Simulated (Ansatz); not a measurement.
Bi:
```cif
data_Bi6
_chemical_formula_sum 'Bi6'
_space_group_name_H-M_alt 'R-3m :H'
_space_group_IT_number 166
_space_group_name_Hall '-R 3 2"'
_cell_length_a 4.52469
_cell_length_b 4.52469
_cell_length_c 11.65119
_cell_angle_alpha 90.000
_cell_angle_beta 90.000
_cell_angle_gamma 120.000
loop_
_atom_site_label
_atom_site_type_symbol
_atom_site_symmetry_multiplicity
_atom_site_Wyckoff_symbol
_atom_site_fract_x
_atom_site_fract_y
_atom_site_fract_z
_atom_site_occupancy
Bi1 Bi 6 c 0.00000 0.00000 0.23664 1
```
(The calculation used a cell of 2 atoms; values per cell refer to that cell.)

Relaxed at zero pressure with DFT-PBEsol in the program Ansatz with PAW potentials.

**Question.** The volume is raised by 3 % and shape and atoms relax at that volume. What pressure results, and how do the axes share the change?

**Answer.** -1.0 GPa; a 0.6 %, b 0.6 %, c 1.8 %; the energy rises by 3 meV/atom.

**Question.** Give the new structure.

**Answer.** 
Space group R-3m, hexagonal axes (No. 166); a = b = 4.552 Å, c = 11.859 Å, α = β = 90.00°, γ = 120.00°

| atom | site | symmetry | x | y | z |
|---|---|---|---|---|---|
| Bi | 6c | 3m | 0.0000 | 0.0000 | 0.2351 |

The phase is kept; no other phase was compared at this pressure.

The cell was relaxed with PBEsol under the symmetry of its start. Axis ratios of metals converge slowly with the k-mesh, so a and c are less sure than the volume. Spin–orbit coupling is left out wherever it is not named.

Potentials: the later of the program's two PAW sets.
